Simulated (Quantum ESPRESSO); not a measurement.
```xyz
12
Lattice="5.1843 0.0000 0.0000 0.0000 5.1559 0.0000 -0.8990 0.0000 5.1720" Properties=species:S:1:pos:R:3 pbc="T T T"
O      2.8098     3.8478     0.0629
O      1.4755     1.3081     5.1091
O      1.9250     1.2699     2.5231
O      2.3604     3.8861     2.6489
F      4.2980     1.6773     3.4023
F     -0.0127     3.4787     1.7697
F     -0.4622     4.2553     4.3557
F      4.7475     0.9007     0.8163
Sc     3.3298     2.4361     1.4882
Sc     0.9555     2.7198     3.6838
Sc     1.4050     5.0141     1.0978
Sc     2.8803     0.1418     4.0743
```

The geometry is that of Materials Project entry mp-4661, symmetrised and not relaxed again.

**Question.** What does PBEsol (pw.x of Quantum ESPRESSO, ONCV potentials, no spin-orbit coupling) give for the electronic structure near the Fermi level?

**Answer.** The PBEsol gap is indirect, 4.51 eV, from Z to X; the smallest direct gap is 4.64 eV. Another valence extremum on the path lies within 0.02 eV, too close to call. 

The structure is a Materials Project entry; no match was found in the copy of COD used, and its stability was not checked.
